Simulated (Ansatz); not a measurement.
Sc (hcp, Mg type)

```
CELL_PARAMETERS angstrom
      3.33109     0.00000     0.00000
     -1.66555     2.88481     0.00000
      0.00000     0.00000     5.19433
ATOMIC_POSITIONS crystal
  Sc 0.33333 0.66667 0.75000
  Sc 0.66667 0.33333 0.25000
```

The slice is a (-1 1 0 2) plane (indices of the conventional cell) through the point (0.667, 0.333, 0.250) (fractional), spanned by u = [110] and v = [1 -1 1] in vectors of this cell: u (3.33 Å) and v (7.76 Å, at 90° to u). It covers one period; positions are fractions (u, v).

Computed with r2SCAN (plane waves to 500 eV, PAW, scalar-relativistic; Ansatz, an electronic-structure program). k mesh 16×16×9. Inside the PAW spheres the values are not all-electron values, and peaks at nuclei hang on which shells count as valence. Sc is run without spin polarisation. Sc was relaxed with its symmetry unable to fall. The PAW data are Ansatz's earlier set.

**Question.** What is the ELF at the midpoint of the shortest Sc–Sc line in this plane (3.33 Å)?

**Answer.** 0.31.

**Question.** What is the valence density on the shortest Sc–Sc line in this plane (3.33 Å), at its midpoint?

**Answer.** 0.11 e/Å³.

**Question.** Sketch the electron localisation function (ELF) on this plane as a map.

**Answer.** 
| v \ u | 0.00 | 0.14 | 0.29 | 0.43 | 0.57 | 0.71 | 0.86 |
|---|---|---|---|---|---|---|---|
| 0.88 | 0.22 | 0.11 | 0.14 | 0.56 | 0.56 | 0.14 | 0.11 |
| 0.75 | 0.17 | 0.27 | 0.54 | 0.72 | 0.72 | 0.54 | 0.27 |
| 0.62 | 0.68 | 0.49 | 0.08 | 0.45 | 0.45 | 0.08 | 0.49 |
| 0.50 | 0.25 | 0.11 | 0.19 | 0.72 | 0.72 | 0.19 | 0.11 |
| 0.38 | 0.61 | 0.55 | 0.36 | 0.20 | 0.20 | 0.36 | 0.55 |
| 0.25 | 0.74 | 0.65 | 0.40 | 0.19 | 0.19 | 0.40 | 0.65 |
| 0.12 | 0.24 | 0.10 | 0.18 | 0.65 | 0.65 | 0.18 | 0.10 |
| 0.00 | x | x | 0.27 | 0.18 | 0.18 | 0.27 | x |

Values: electron localisation function (ELF). Points within 0.5 Å of a nucleus are blanked (x), as the pseudised field means little there.
